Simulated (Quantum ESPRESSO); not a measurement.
# K4IBr3 (changed cell): field gradients at the nuclei

```xyz
8
Lattice="6.8839 0.0000 0.0000 0.0000 6.8839 0.0000 0.0000 0.0000 6.8839" Properties=species:S:1:pos:R:3 pbc="T T T"
K      0.0000     0.0000     0.0000
I      3.4420     0.0000     0.0000
K      0.0000     3.4420     3.4420
Br     3.4420     3.4420     3.4420
K      3.4420     0.0000     3.4420
Br     0.0000     0.0000     3.4420
K      3.4420     3.4420     0.0000
Br     0.0000     3.4420     0.0000
```
The cell was made here from a computed Materials Project entry: one of 4 Br replaced by I, cell and atoms relaxed (PBE without dispersion, pw.x of a modified build of Quantum ESPRESSO, symmetry kept). The parent is KBr in Fm-3m. The swapped cell is a model, not a known phase. Stability against distortions was not tested.

Convention: |Vzz| is the largest principal value, η_Q = (Vxx − Vyy)/Vzz, |C_Q| = |eQVzz/h|. Cores are frozen. Against all-electron runs on small test molecules, this scheme's |Vzz| missed by +10 % on K.

Quadrupole moments taken as inputs (sizes, barn, from the tables of PySCF and pymatgen): ³⁹K 0.0585, ¹²⁷I 0.696, ⁷⁹Br 0.313.

Q: What do the calculations give at each independent site (field gradients by a PBE PAW density (pw.x of Quantum ESPRESSO, JTH datasets) with the all-electron reconstruction of Petrilli and co-workers, 20 Ha, k-mesh 4×4×4 through Γ)?

A: 
```tsv
site	site symmetry	Vzz (a.u.)	η_Q	∣C_Q∣ (MHz)
K1 (atoms 1, 5, 7)	4/mmm	-0.032	0.00	0.45 (³⁹K)
I (atom 2)	m-3m	0	–	0 (¹²⁷I)
K2 (atom 3)	m-3m	0	–	0 (³⁹K)
Br (atoms 4, 6, 8)	4/mmm	under 0.02	–	under 1.5 (⁷⁹Br)
```
